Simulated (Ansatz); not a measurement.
HfScTaN3:
```cif
data_HfN3ScTa
_chemical_formula_sum 'Hf1 Sc1 Ta1 N3'
_space_group_name_H-M_alt 'P3m1'
_space_group_IT_number 156
_space_group_name_Hall 'P 3 -2"'
_cell_length_a 3.14211
_cell_length_b 3.14211
_cell_length_c 7.66829
_cell_angle_alpha 90.000
_cell_angle_beta 90.000
_cell_angle_gamma 120.000
loop_
_atom_site_label
_atom_site_type_symbol
_atom_site_symmetry_multiplicity
_atom_site_Wyckoff_symbol
_atom_site_fract_x
_atom_site_fract_y
_atom_site_fract_z
_atom_site_occupancy
Hf1 Hf 1 a 0.00000 0.00000 0.99632 1
Sc1 Sc 1 b 0.33333 0.66667 0.33791 1
Ta1 Ta 1 c 0.66667 0.33333 0.66713 1
N1 N 1 c 0.66667 0.33333 0.16459 1
N2 N 1 a 0.00000 0.00000 0.50543 1
N3 N 1 b 0.33333 0.66667 0.82862 1
```

This is the PBEsol-relaxed structure.

Question: All from PBEsol (plane waves, PAW; program Ansatz), unless another level is named. Predict the electronic character.

Answer: metallic (no gap).

Question: And the density of states at the Fermi level?

Answer: 0.28 states/eV per atom (mean over ±0.08 eV).

Question: What about the formation energy from the elements (no fitted shifts)?

Answer: -1.74 eV/atom.

The start of the workflow was typed in or built on a structure type; neither database checked (COD, Materials Project) lists it. Its standing as an ambient phase is unchecked. Symmetry was held in the PBEsol relaxation; whether a distortion lowers the energy is not shown. No spin polarisation was allowed. With an odd number of electrons in the cell and no spin polarisation, the count alone makes it a metal. The references are the lowest solids computed at this level, not always the standard phases (solids in place of the gases). Spin–orbit coupling is left out wherever it is not named.

Potentials: the earlier of the program's two PAW sets. The files were generated under PBE; for other functionals the program regenerates the frozen cores, and for LDA and PBEsol the local potential too.
